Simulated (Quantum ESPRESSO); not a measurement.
# Cheap against tight settings: ZnS

```yaml
crystal:
  lattice:
    - [0.00000, 2.69368, 2.69368]
    - [2.69368, 0.00000, 2.69368]
    - [2.69368, 2.69368, 0.00000]
  atoms:
    - { symbol: Zn, position: [0.00000, 0.00000, 0.00000] }
    - { symbol: S, position: [0.25000, 0.25000, 0.25000] }
```
The cell comes from the Materials Project (a computed structure). It is ZnS in F-43m. Stability against distortions was not tested.

Method: σ by GIPAW with PBE in a modified build of Quantum ESPRESSO, on JTH PAW datasets. The cutoff rises from row to row, with the meshes as listed. Costs are rough, from a shared machine. These are absolute shieldings with no macroscopic susceptibility term; δ = σ_ref − σ needs a reference computed alike. No d partial waves on S: the paramagnetic term there is incompletely reconstructed.

| setting | cutoff (Ha) | k-mesh |
|---|---|---|
| A | 10 | 4×4×4 through Γ |
| B | 12 | 4×4×4 shifted |
| C | 20 | 6×6×6 shifted |
| D | 30 | 8×8×8 shifted |

Problem. From which setting on does σ_iso Zn (ppm) stay within 2 of the tightest run?

Solution. From D on (only the tightest run itself). Differences from the tightest run: A -596.0, B -182.6, C 16.7.

```json
[
 {"setting": "A", "cutoff (Ha)": "10", "k-mesh": "4×4×4 through Γ", "σ_iso Zn (ppm)": "586.8", "σ_iso S (ppm)": "44.9", "f-sum rule missed by (%)": "3.5", "rough cost ratio": "about 1"},
 {"setting": "B", "cutoff (Ha)": "12", "k-mesh": "4×4×4 shifted", "σ_iso Zn (ppm)": "1000.2", "σ_iso S (ppm)": "631.1", "f-sum rule missed by (%)": "0.26", "rough cost ratio": "about 1"},
 {"setting": "C", "cutoff (Ha)": "20", "k-mesh": "6×6×6 shifted", "σ_iso Zn (ppm)": "1199.5", "σ_iso S (ppm)": "628.8", "f-sum rule missed by (%)": "0.03", "rough cost ratio": "6"},
 {"setting": "D", "cutoff (Ha)": "30", "k-mesh": "8×8×8 shifted", "σ_iso Zn (ppm)": "1182.8", "σ_iso S (ppm)": "626.2", "f-sum rule missed by (%)": "0.00", "rough cost ratio": "20"}
]
```
